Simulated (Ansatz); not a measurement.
**MoPt: computed property card**

MoPt:
```
MoPt
1.0
    2.75808     0.00000     0.00000
   -1.37904     2.38857     0.00000
    0.00000     0.00000     4.46884
Mo Pt
1 1
Direct
  0.66667   0.33333   0.00000
  0.33333   0.66667   0.50000
```

Space group P-6m2 (No. 187); conventional cell a = b = 2.7581 Å, c = 4.4688 Å, α = β = 90.00°, γ = 120.00°.

Method: LDA in the plane-wave PAW code Ansatz. The cell and atoms are relaxed at this level. Other levels are named where they apply.

**Cell and energy**

```
Item                                                           Value
-----------------------------------------------------  -------------
Volume per atom                                             14.72 Å³
Density                                                  16.42 g/cm³
Formation energy from the elements (no fitted shifts)  -0.20 eV/atom
```

**Electronic structure**

```
Quantity                                                                     Value
------------------------------------  --------------------------------------------
Electronic character                                             metallic (no gap)
Density of states at the Fermi level  0.76 states/eV per atom (mean over ±0.08 eV)
```

**Mechanics**

```
Property                                                                                     Result
--------------------------------------------  -----------------------------------------------------
Bulk modulus (Birch–Murnaghan fit)                                                          310 GPa
Pressure derivative B′                                                                          4.7
Elastic constants (relaxed ions, GPa)         C11 = 401, C12 = 314, C13 = 201, C33 = 566, C44 = 153
Mechanical stability                                         stable (all eigenvalues of C positive)
Hill bulk and shear moduli                                                         311 and 95.2 GPa
Young's modulus                                                                             259 GPa
Poisson's ratio                                                                                0.36
Debye temperature from the elastic constants                                                  329 K
```

**Phonons**

```
Quantity                                       Result
-----------------------------  ----------------------
Highest zone-centre frequency                220 cm⁻¹
Zone-centre stability          no imaginary mode at Γ
```

The first step of the workflow began from a Materials Project structure, measured or hypothetical; the Crystallography Open Database copy checked does not list it. With Mo and Pt taken as one species the cell has the higher symmetry P6_3/mmc, so it may be an ordered model of a mixed-site phase. Its standing as an ambient phase is unchecked. The cell was relaxed with LDA under the symmetry of its start. No spin polarisation was allowed. As this level gives no gap, shear constants depend on the k-mesh and smearing (Fermi–Dirac, 0.1 eV here). As this level gives no gap, phonon frequencies hold no LO–TO term and depend on the k-mesh and smearing (Fermi–Dirac, 0.1 eV here). Axis ratios of metals converge slowly with the k-mesh, so a and c are less sure than the volume. On the denser mesh and wider smearing of the elastic run this cell carries a stress of 0.4 GPa. The references are the lowest solids computed at this level, not always the standard phases. Scalar-relativistic: spin–orbit coupling is off unless named, which matters more the heavier the elements.

Potentials: the later of the program's two PAW sets.
